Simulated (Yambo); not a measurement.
Yambo run on CsHF2 (space group I4/mcm, No. 140). The wavefunctions are PBEsol (pw.x of Quantum ESPRESSO, ONCV potentials, without SOC) ones on a 2×2×2 mesh (24 occupied bands); a = 5.814 Å, b = 5.814 Å, c = 5.814 Å, α = 116.57°, β = 116.57°, γ = 96.04°.

Yambo input:

```
rim_cut
gw0
dyson
el_el_corr
HF_and_locXC
ppa
em1d
RandQpts= 1000000
RandGvec= 1 Ry
EXXRLvcs= 84 Ry
VXCRLvcs= 336 Ry
Chimod= "HARTREE"
% BndsRnXp
 1 | 207 |
%
NGsBlkXp= 1 Ry
% LongDrXp
 1.0 | 1.0 | 1.0 |
%
PPAPntXp= 27.2114 eV
% GbndRnge
 1 | 207 |
%
GTermKind= "BG"
DysSolver= "n"
ExtendOut
% QPkrange
 1 | 1 | 24 | 25 |
%
```

k points by index: 1 = Γ.

The o-*.qp file then holds:

```
#    K-point    Band    Eo [eV]    E [eV]    E-Eo [eV]    Vxc [eV]    Vnlxc [eV]    Sc|Eo [eV]    Sc|E [eV]    dSc/dw|Eo [eV]    Re(Z)    Im(Z)
#
    1    24    0.000000    -4.046454    -4.046454    -21.58610    -29.05948    2.875559    3.426929    -3.707709    0.880083    -0.877474E-3
    1    25    6.564284    7.599886    1.035602    -7.522150    -3.570131    -2.796900    -2.916417    -3.140181    0.896539    -0.685785E-3
```
(The two width columns are left out.) Convergence of these settings isn't established.

Geometry of the Materials Project entry, not relaxed at this level.

The structure is a Materials Project entry; no match was found in the copy of COD used, and its stability was not checked.
